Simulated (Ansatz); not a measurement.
# CdAg: stiffness from a series of strains

```xyz
2
Lattice="3.3300 0.0000 0.0000 0.0000 3.3300 0.0000 0.0000 0.0000 3.3300" Properties=species:S:1:pos:R:3 pbc="T T T"
Cd    1.6650    1.6650    1.6650
Ag    0.0000    0.0000    0.0000
```

Atom numbers follow the list: Cd1, Ag2.

The cell is COD entry 9008796, as deposited and not checked against the literature; nothing was relaxed.

Computed with DFT, PBEsol, all-electron LAPW, scalar-relativistic (Ansatz 0.2.0).

The runs use a Γ-centred 12×12×12 k mesh, Fermi–Dirac smearing of 0.05 eV, basis error target 0.25 meV/atom, no spin polarisation.

The strain is applied along the Cartesian axes of the cell as listed (γ is the engineering shear, twice εxy = εyz = εzx). Fractional coordinates are held (clamped ions).

σ is the change of stress from the unstrained cell, which is at -1.69 GPa; tension is positive, so slopes are stress–strain coefficients at that pressure. In a metal the k mesh adds noise.

Only quantities that a quadratic follows smoothly over the whole series are listed; rougher ones are left out.

| γ | σxy (GPa) |
| --- | --- |
| -0.0200 | -1.02 |
| 0.0000 | 0.00 |
| 0.0100 | 0.52 |
| 0.0200 | 1.04 |

Q: Fit the series and read off the stiffness at zero strain.

A: Least-squares fits y = p0 + p1 x + p2 x² to the rows give σxy (GPa): p1 = 51.5, p2 = 23. So C44 (clamped ions) = 52 GPa.

Q: One run, at γ = -0.0100, is withheld. Predict its row.

A: The fits give -0.51; the run gave -0.45.
